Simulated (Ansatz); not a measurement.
This run works on a generated trial structure, not on a known crystal.

Input and command of a plane-wave DFT calculation in Ansatz:

```yaml
crystal:
  lattice:
    - [1.88037465, -7.51327294, 0.0]
    - [1.88037465, 7.51327294, 0.0]
    - [0.0, 0.0, 4.09375461]
  atoms:
    - { symbol: Zn, position: [0.13445181, 0.86554819, 0.0] }
    - { symbol: Zn, position: [0.86554819, 0.13445181, 0.0] }
    - { symbol: Sb, position: [0.71704185, 0.28295815, 0.5] }
    - { symbol: Sb, position: [0.28295815, 0.71704185, 0.5] }
    - { symbol: Sb, position: [0.5, 0.5, 0.5] }
    - { symbol: O, position: [0.6048879, 0.3951121, 0.5] }
    - { symbol: O, position: [0.3951121, 0.6048879, 0.5] }
basis:
  ecutwfc: 420
kpoints:
  mp_grid: { grid: [5, 5, 4] }
hamiltonian:
  xc: pbe
scf:
  occupations: { method: gaussian, width: 0.2 }
  lower_state_search: "off"
output:
  forces: true
  stress: true
  eigenvalues: true
relax:
  adjacent_minimum: "off"
  f_tol: 0.08
  max_steps: 16
  cell: { stress_tol: 0.8 }
```

```bash
ansatz run input.yaml --threads 1 --pin off --max-ram 2560MiB --backend cpu --events-out ev --progress --plain --runs-dir out
```

Processor: Arm Neoverse V2, 1 thread, on a host shared with other jobs.

**Question.** Estimate time, memory and problem size.

**Answer.** About 4.1 min, peak memory 0.48 GiB. It solves 49 bands at 27 k points (after reduction by symmetry) with about 2911 plane waves (on the last cell), in 144 SCF iterations over 17 ionic steps, the closing evaluation included.
